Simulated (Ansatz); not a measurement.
# PmBi (CsCl-type structure)

Computed with Ansatz (plane waves, PAW, 600 eV cutoff): PBEsol, scalar-relativistic, collinear spin, Γ-centred 8×8×8 mesh, 0.05 eV Gaussian smearing; PAW files: Ansatz's generated set soft_2.

```
Pm Bi
1.0
     3.93666    0.00000    0.00000
     0.00000    3.93666    0.00000
     0.00000    0.00000    3.93666
Pm Bi
1 1
Direct
  0.00000 0.00000 0.00000
  0.50000 0.50000 0.50000
```

This is a trial structure: such lanthanide and actinide compounds mostly take the rock-salt structure.

Magnetic state: ferromagnetic, site spin moments Pm 4.58 μB.

Cell and atoms are those of this level's equilibrium.

The electronic state has lower symmetry than the lattice and leaves a non-hydrostatic stress of up to 0.4 GPa in this cell.

Path: Γ–X–M–Γ–R–X | R–M, with Γ = (0.000, 0.000, 0.000), X = (0.000, 0.500, 0.000), M = (0.500, 0.500, 0.000), R = (0.500, 0.500, 0.500) in reciprocal vectors of the calculation's cell.

Is it a metal or an insulator, and if it has a gap, where are the band edges on this path?

A metal: bands cross the Fermi level.

Levels between -4 and 4 eV from the Fermi level at the path's named points:
```tsv
point	spin	below E_F (eV)	above E_F (eV)
Γ	up	-0.69 -0.62 -0.62 -0.45 -0.41 -0.41 -0.23 -0.23	0.09 1.18 1.26 1.26 2.33 3.70 3.71 3.71
Γ	down		0.16 0.16 0.57 0.57 0.60 2.52 2.62 2.62 2.80 2.96 3.15 3.15 3.39
X	up	-0.59 -0.53 -0.52 -0.51 -0.47 -0.40	0.06 0.07 0.17 0.17 3.82
X	down	-0.28 -0.27	0.83 2.29 2.35 2.48 2.68 2.90 2.99 3.12
M	up	-2.50 -2.50 -0.56 -0.47 -0.42 -0.38 -0.32 -0.09	0.05 0.12 2.12 2.12 2.39 2.40
M	down	-2.29 -2.28	0.19 1.23 2.35 2.39 2.72 2.72 2.89 2.90 2.99 3.07 3.17 3.45
R	up	-3.51 -3.51 -3.51 -0.48 -0.47 -0.47 -0.35	0.05 0.05 0.21
R	down	-3.35 -3.35 -3.35	2.35 2.35 2.55 2.87 3.04 3.04 3.17
```

Without a U the open 4f shell is pinned at the Fermi level, an artefact: in the real crystal it splits into occupied and empty levels away from it, and its large orbital moment is missing here. These numbers lack spin–orbit coupling. The run wasn't fully tested for a lower electronic state. The order of the orbitals lowers the symmetry, along an axis that is one of several equivalent ones. Site moments are of spin, integrated over atomic spheres. The run holds 0.7 f electrons more on Pm than the trivalent ion has, so it is between trivalent and divalent here. In such compounds it is trivalent as a rule, so this state is likely an artefact, and the extra f charge swells the ion. Only parallel moments were tried, so the real magnetic order may be another.

The state of the open shells isn't shown to be the lowest, and forces and pressures are less sure for it.
